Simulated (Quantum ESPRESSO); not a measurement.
One change at a time to AlIr3TiW3

Calculated results; nothing here was measured. They come from Quantum ESPRESSO 7.5, a public plane-wave density functional program. Each row is one single-point run on a made-up periodic cell of eight metal atoms, with elements, volume, strain and displacements drawn at random and not relaxed, so a cell may be unstable or far from any real phase. There is no spin polarisation or spin-orbit coupling.

Settings: PBE unless stated; PseudoDojo standard norm-conserving files; Fermi-Dirac width 0.25 eV, which means electrons at about 2900 K; cutoff 1143 eV; 6 x 6 x 3 k mesh shifted half a step off Gamma. E is the free energy of the whole cell (internal energy minus TS), so a -TS column is already part of it. Stress is positive in tension, and the pressure P is minus a third of its trace.

Checks: one run of this series was repeated at a higher cutoff and on a denser mesh, which moved values by no more than 0.003 eV, 0.03 GPa and 0.015 eV/Å, and a second program with other atomic files agreed on it to 2 % rms in force and 0.5 GPa in pressure. Known limits: heavy elements are run without spin-orbit coupling, which real alloys of them have; a spin test at this wide smearing found no moment, but such smearing suppresses magnetism that the real alloy may have.

The lattice is face-centred cubic, and the cell vectors in Å are (0.014, 0.015, -3.858); (3.873, 0.039, -0.014); (-0.079, -7.660, 0.029), a volume of 114.41 Å³ in run 1. The elements on sites 1 to 8 are W W Ti Ir W Ir Al Ir. Each later run makes one change to run 1 and keeps the rest. E is counted from run 1, and is n/a where other atomic files have another zero of energy.

```
run,change,V (Å³),P (GPa),-TS (eV),rms force (eV/Å),largest change of a force component (eV/Å),E (eV)
1,none,114.41,26.34,-1.442,1.178,0.000,0.000
2,sites 1 and 6 exchanged,114.41,25.78,-1.248,1.016,0.924,-0.897
3,all lengths scaled by -0.86 %,111.48,36.30,-1.403,1.304,0.308,0.571
4,LDA in place of PBE,114.41,10.82,-1.454,1.048,0.305,n/a
5,Sc on site 6,114.41,33.37,-1.397,1.318,1.907,n/a
6,site 3 moved by +0.20 Å along z,114.41,28.09,-1.450,1.529,2.751,?
```

## Worked estimate

Along the move dE = -F dx. The force on site 3 along z is -1.158 eV/Å in run 1 and -3.909 eV/Å in run 6, and the move is +0.20 Å, so the mean force times the move gives an estimate.

## Withheld value

Question: what E should run 6 give?

The estimate is 0.507 eV. The calculation gave 0.514 eV. The mean of two end points misses the curvature of the force.
